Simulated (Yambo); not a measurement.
Here is the system:

```
CELL_PARAMETERS angstrom
      0.00000     3.27433     3.27433
      3.27433     0.00000     3.27433
      3.27433     3.27433     0.00000
ATOMIC_POSITIONS crystal
  K  0.00000 0.00000 0.00000
  Br 0.50000 0.50000 0.50000
```

Workflow: PBEsol (Quantum ESPRESSO, PseudoDojo norm-conserving, 74 Ry, no spin-orbit coupling), then G0W0 in Yambo (4×4×4 Γ-centred k mesh, 125 bands and a 8 Ry block in the screening, 125 bands in G with the Bruneval-Gonze terminator, plasmon pole fitted at 27.2 eV).

Problem. Give the PBEsol and G0W0 gaps between the band edges found on this mesh, and say where the edges lie.

Solution. Edges: Γ → Γ. PBEsol: 4.34 eV; G0W0: 6.96 eV. Nearest settings tried, and what they do to the gap: 95 bands in W, 95 bands in G: -19 meV; 6 Ry block (137 vectors against 181): -50 meV; 6×6×6 mesh: +19 meV. So the settings aren't converged at that level. Spin-orbit splittings are left out.

Geometry relaxed with PBEsol.
